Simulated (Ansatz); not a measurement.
Si₂W in space group P6/mmm (No. 191; W on 1a, Si on 2d) at seven volumes, the program Ansatz at the PBE level (PAW), shape and atoms relaxed at each. One row is withheld.

```json
[
 {"V (Å³/atom)": "12.845", "P (GPa)": "?"},
 {"V (Å³/atom)": "13.269", "P (GPa)": "12.89"},
 {"V (Å³/atom)": "13.692", "P (GPa)": "5.90"},
 {"V (Å³/atom)": "14.116", "P (GPa)": "0.00"},
 {"V (Å³/atom)": "14.539", "P (GPa)": "-4.98"},
 {"V (Å³/atom)": "14.963", "P (GPa)": "-9.30"},
 {"V (Å³/atom)": "15.386", "P (GPa)": "-12.89"}
]
```

Task: Fit the shown pressures and predict the withheld one.

Result: P = (3/2)B₀(x^(7/2) − x^(5/2))[1 + (3/4)(B′ − 4)(x − 1)] with x = (V₀/V)^(2/3). Least squares on the six rows gives V₀ = 14.116 Å³/atom, B₀ = 181 GPa, B′ = 4.46. At V = 12.845, x = 1.0649 and P = 21.09 GPa. The run itself gave 20.54 GPa.

The cell is a constructed one: a structure type filled with these elements; neither database checked (COD, Materials Project) lists it. It is not the phase usual at ambient conditions (space group No. 139). The PBE relaxation kept the symmetry of its start; whether a distortion lowers the energy is not shown. The run is not spin-polarised. Scalar-relativistic: spin–orbit coupling is off unless named, which matters more the heavier the elements.

Potentials: the later of the program's two PAW sets.
